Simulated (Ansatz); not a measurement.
**Computed properties of Ba$_{2}$YHO$_{3}$**

Ba₂YHO₃:
```xyz
7
Lattice="-2.1943 2.1943 6.7827 2.1943 -2.1943 6.7827 2.1943 2.1943 -6.7827" Properties=species:S:1:pos:R:3 pbc="T T T"
Y      0.0000     0.0000     0.1580
O      2.1943     0.0000     6.6799
O      0.0000     2.1943     6.6799
O      0.0000     0.0000     2.3372
H      0.0000     0.0000    11.2745
Ba     0.0000     0.0000     4.9303
Ba     0.0000     0.0000     8.6361
```

Space group I4mm (No. 107); conventional cell a = 4.389 Å, b = 4.389 Å, c = 13.565 Å, α = 90.00°, β = 90.00°, γ = 90.00°.

Method: DFT-r²SCAN in the program Ansatz with PAW potentials. Geometry: relaxed at this level of theory. Other levels are named where they apply.

**Cell and energy**

| Property | Result |
|---|---|
| Volume per atom | 18.66 Å³ |
| Density | 5.24 g/cm³ |
| Formation energy from the elements (no fitted shifts) | -2.70 eV/atom |

**Electronic structure**

| Item | Value |
|---|---|
| Band gap | 4.14 eV (indirect) |
| Valence-band maximum | off the standard path, at k = (-0.104, 0.104, 0.167) in fractions of the reciprocal vectors |
| Conduction-band minimum | at M |
| Smallest direct gap on the standard path | 4.23 eV |
| Electron effective mass | 0.68 mₑ (isotropic) |
| Hole effective mass | 2.6, 3.8, 4.5 mₑ (principal values) |
| HSE06 gap on the r²SCAN cell | 5.01 eV |
| Gap with spin–orbit coupling | 4.12 eV |

**Mechanics**

| Item | Result |
|---|---|
| Bulk modulus (Birch–Murnaghan fit) | 79.3 GPa |
| Pressure derivative B′ | 4.6 |

**Charges**

| Property | Result |
|---|---|
| Bader charges | Y +2.12, O -1.47, H -0.74, Ba +1.51 e |

The start of the workflow was typed in or built on a structure type; neither database checked (COD, Materials Project) lists it. Its standing as an ambient phase is unchecked. The r²SCAN relaxation kept the symmetry of its start; its stability against distortions is not shown here. No spin polarisation was allowed. The references are the lowest solids computed at this level, not always the standard phases (solids in place of the gases). Scalar-relativistic: spin–orbit coupling is off unless named, which matters more the heavier the elements.

Potentials: the earlier of the program's two PAW sets. The files were generated under PBE; for other functionals the program regenerates the frozen cores, and for LDA and PBEsol the local potential too.
